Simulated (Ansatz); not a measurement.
SiMo2N:
```cif
data_Mo4N2Si2
_chemical_formula_sum 'Si2 Mo4 N2'
_space_group_name_H-M_alt 'P 1'
_space_group_IT_number 1
_cell_length_a 2.92072
_cell_length_b 2.92072
_cell_length_c 13.34445
_cell_angle_alpha 90.000
_cell_angle_beta 90.000
_cell_angle_gamma 120.000
loop_
_space_group_symop_operation_xyz
  'x, y, z'
loop_
_atom_site_label
_atom_site_type_symbol
_atom_site_fract_x
_atom_site_fract_y
_atom_site_fract_z
_atom_site_occupancy
Si1 Si 0.33333 0.66667 0.75000 1
Si2 Si 0.66667 0.33333 0.25000 1
Mo1 Mo 0.33333 0.66667 0.10117 1
Mo2 Mo 0.66667 0.33333 0.60117 1
Mo3 Mo 0.66667 0.33333 0.89883 1
Mo4 Mo 0.33333 0.66667 0.39883 1
N1 N 0.00000 0.00000 0.00000 1
N2 N 0.00000 0.00000 0.50000 1
```
Starting moments (μB, in the order of the atoms Si Si Mo Mo Mo Mo N N): 0.0 0.0 0.5 0.5 0.5 0.5 0.1 0.1.

Relaxed with r²SCAN.

**Question.** Tabulate the valence density and the electron localisation function along the shortest Mo–N contact (2.16 Å), DFT-r²SCAN in the program Ansatz with PAW potentials.

**Answer.** 

| distance from Mo (Å) | density (e/Å³) | ELF |
|---|---|---|
| 0.22 | 6.92 | 0.47 |
| 0.32 | 6.56 | 0.61 |
| 0.43 | 5.71 | 0.69 |
| 0.54 | 4.46 | 0.70 |
| 0.65 | 3.11 | 0.64 |
| 0.76 | 1.97 | 0.51 |
| 0.86 | 1.19 | 0.33 |
| 0.97 | 0.77 | 0.20 |
| 1.08 | 0.62 | 0.20 |
| 1.19 | 0.63 | 0.33 |
| 1.30 | 0.77 | 0.58 |
| 1.40 | 1.02 | 0.76 |
| 1.51 | 1.43 | 0.81 |
| 1.62 | 2.06 | 0.78 |
| 1.73 | 2.78 | 0.68 |
| 1.84 | 3.29 | 0.47 |
| 1.94 | 3.42 | 0.20 |

The density is the valence pseudo-density with augmentation charge, so density and ELF within about 1 Å of a nucleus are not all-electron values.

Space group P6_3/mmc. The start of the workflow was typed in or built on a structure type; neither database checked (COD, Materials Project) lists it. Whether it is the stable phase at ambient conditions was not checked. The cell was relaxed with r²SCAN under the symmetry of its start; whether a distortion lowers the energy is not shown. The final state is ferromagnetic, the only order run, not a proven ground state. Other orbital occupations within this spin state were not tried. No Hubbard U is applied.

Potentials: the earlier of the program's two PAW sets.
